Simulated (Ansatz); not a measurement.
Task: Mg (hcp (Mg type), space group No. 194) is relaxed with PBE in the plane-wave PAW code Ansatz. What lattice parameters of the conventional cell result?

Result: a = 3.210 Å, c = 5.141 Å.

Space group P6_3/mmc (hcp (Mg type)). The PBE relaxation kept the symmetry of its start. Axis ratios of metals converge slowly with the k-mesh, so a and c are less sure than the volume.

Potentials: the later of the program's two PAW sets.
